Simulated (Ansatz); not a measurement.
Data:

MoSe:
```
CELL_PARAMETERS angstrom
      3.14593     0.00000     0.00000
      0.00000     3.14593     0.00000
      0.00000     0.00000     3.14593
ATOMIC_POSITIONS crystal
  Mo 0.00000 0.00000 0.00000
  Se 0.50000 0.50000 0.50000
```

This is the PBE-relaxed structure.

Problem. All from plane-wave PAW PBE (Ansatz code), unless another level is named. Predict the electronic character.

Solution. metallic (no gap).

Problem. What about the formation energy from the elements (no fitted shifts)?

Solution. 0.10 eV/atom.

Problem. Next, the gap with spin–orbit coupling?

Solution. none (metallic).

Space group Pm-3m (CsCl type). The cell is a constructed one: a structure type filled with these elements; neither database checked (COD, Materials Project) lists it. Whether it is the stable phase at ambient conditions was not checked. The PBE relaxation kept the symmetry of its start; whether a distortion lowers the energy is not shown. No spin polarisation was allowed. The references are the lowest solids computed at this level, not always the standard phases. Spin–orbit coupling is left out wherever it is not named.

Potentials: the earlier of the program's two PAW sets.
